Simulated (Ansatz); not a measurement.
Ir: energy along a strain

Ir, Fm-3m, a = 3.839 Å (as given, not relaxed at this level: -8.4 GPa). Ansatz: LDA, PAW, 420 eV, Γ-centred 22×22×22 mesh on 1 atom, Gaussian smearing 0.15 eV; no spin polarisation. Cell vectors (Å): 0.000 1.920 1.920; 1.920 0.000 1.920; 1.920 1.920 0.000. The cell is strained by x per cent times the pattern (0 0 0 0 0 1) in the order xx yy zz yz xz xy (engineering shears), with fractional coordinates held. y is the free energy over the start, V0 = 14.149 Å³/atom. Symmetry makes y even in x.

```
x (%) y (meV/atom)
-2.00             ?
-1.00          1.16
 0.00          0.00
 0.50          0.29
 1.25          1.81
 1.50          2.61
 1.75          3.55
```

Question: Fit y = c2 x² + c4 x⁴ to the other rows, get the stiffness along the pattern, and predict the missing energy.

Answer: Least squares on the rows shown. y = 1.160 x² − 7.412×10⁻⁵ x⁴. The clamped-ion stiffness p·C·p = 2 × 11.60 eV × 160.2 / 14.149 Å³ = 263 GPa, which is C66 in these axes (C44 of the cubic crystal) (second derivative at the start, which stands under stress). At x = -2.00 the fit asked for gives 4.64 meV/atom. The run gave 4.64 meV/atom, the same to the digits shown.

Spin–orbit coupling is left out, which can shift energies with elements as heavy as these.